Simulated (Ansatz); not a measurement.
Q: Name crystals whose computed values (PBEsol (plane waves, PAW; program Ansatz)) fall in these windows: B₀ by P(V) fit (GPa) 170 to 230; G_Hill (GPa) 65 to 78.

A: 

```json
[
 {"crystal": "V3Ge, A15 (Cr3Si type)", "B₀ by P(V) fit (GPa)": "200", "G_Hill (GPa)": "71.4"},
 {"crystal": "CuPd, R-3m (Cu on 3a, Pd on 3b)", "B₀ by P(V) fit (GPa)": "185", "G_Hill (GPa)": "68.6"},
 {"crystal": "SnPt3, Cu3Au type", "B₀ by P(V) fit (GPa)": "229", "G_Hill (GPa)": "68.8"},
 {"crystal": "SnPd3, Cu3Au type", "B₀ by P(V) fit (GPa)": "179", "G_Hill (GPa)": "67.9"},
 {"crystal": "CdNi3N, anti-perovskite", "B₀ by P(V) fit (GPa)": "211", "G_Hill (GPa)": "75.4"}
]
```
Others may fit too.

Standing as an ambient phase not checked: V3Ge, A15 (Cr3Si type); CuPd, R-3m (Cu on 3a, Pd on 3b); SnPt3, Cu3Au type; SnPd3, Cu3Au type; CdNi3N, anti-perovskite. Began spin-polarised and lost the moments: V3Ge, A15 (Cr3Si type); CdNi3N, anti-perovskite. Perhaps ordered models of mixed-site phases: CuPd, R-3m (Cu on 3a, Pd on 3b). All cells were relaxed under the symmetry of their starts (and spin orders); stability against distortions was not tested throughout. Rows with no word on spin ran without spin polarisation. Spin–orbit coupling is left out wherever it is not named.

Potentials: the later of the program's two PAW sets.
